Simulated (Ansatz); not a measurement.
C:
```xyz
8
Lattice="3.9207 0.0000 0.0000 0.0000 3.9207 0.0000 0.0000 0.0000 3.9207" Properties=species:S:1:pos:R:3 pbc="T T T"
C      0.9802     0.0000     1.9603
C      2.9405     0.0000     1.9603
C      0.0000     1.9603     0.9802
C      0.0000     1.9603     2.9405
C      1.9603     0.9802     0.0000
C      1.9603     2.9405     0.0000
C      0.0000     0.0000     0.0000
C      1.9603     1.9603     1.9603
```

This is the PBE+D3(BJ)-relaxed structure.

Problem. All from DFT-PBE+D3(BJ) in the program Ansatz with PAW potentials, unless another level is named. Give the electronic character.

Solution. metallic (no gap).

Problem. And the density of states at the Fermi level?

Solution. 0.43 states/eV per atom (mean over ±0.08 eV).

Space group Pm-3n (A15 (β-W type)). A made-up cell: these elements were put on the sites of a structure type; neither database checked (COD, Materials Project) lists it. It is not the phase usual at ambient conditions (space group No. 194, 227). The cell was relaxed with PBE+D3(BJ) under the symmetry of its start; whether a distortion lowers the energy is not shown.

Potentials: the earlier of the program's two PAW sets.
